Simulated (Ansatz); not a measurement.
BaMg2P2 in space group P-3m1 (No. 164; Ba on 1a, Mg on 2d, P on 2d) under volume change, r²SCAN (plane waves, PAW; program Ansatz), shape and atoms relaxed at each volume.

```
V (Å³/atom)  E − E(relaxed) (meV/atom)  P (GPa)
-----------  -------------------------  -------
22.873                            40.8     6.27
23.627                            17.2     3.85
24.382                               …        …
25.136                             0.0     0.00
25.890                             3.7    -1.52
26.644                            14.0    -2.83
27.398                               …        …
```

### Question
What belongs in the gaps?

### Answer

- 27.398, E − E(relaxed) (meV/atom): 30.0
- 27.398, P (GPa): -3.94
- 24.382, E − E(relaxed) (meV/atom): 4.1
- 24.382, P (GPa): 1.77

### Question
What does a third-order Birch–Murnaghan fit give for V₀, B₀ and B′?

### Answer
V₀ = 25.14 Å³/atom, B₀ = 54.7 GPa, B′ = 4.2.

The workflow started from a Materials Project entry (that database holds measured and hypothetical structures alike); the Crystallography Open Database copy checked does not list it. Its standing as an ambient phase is unchecked. The r²SCAN relaxation kept the symmetry of its start; its stability against distortions is not shown here. Scalar-relativistic: spin–orbit coupling is off unless named, which matters more the heavier the elements.

Potentials: the later of the program's two PAW sets.
